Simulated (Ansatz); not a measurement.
Os (hcp (Mg type), P6_3/mmc) under volume change, the program Ansatz at the PBE+D3(BJ) level (PAW), shape and atoms relaxed at each volume.

```tsv
V (Å³/atom)	E − E(relaxed) (meV/atom)	P (GPa)
12.753	177.7	49.38
13.173	74.3	30.02
13.594	17.5	13.72
14.014	0.0	0.00
14.435	15.6	-11.54
14.855	58.9	-21.21
15.275	125.5	-29.31
```

**Question.** What does a third-order Birch–Murnaghan fit give for V₀, B₀ and B′?

**Answer.** V₀ = 14.01 Å³/atom, B₀ = 418 GPa, B′ = 4.8.

The cell was relaxed with PBE+D3(BJ) under the symmetry of its start. The run is not spin-polarised. The pairwise dispersion correction was not fitted to metals. Spin–orbit coupling is left out wherever it is not named.

Potentials: the later of the program's two PAW sets.
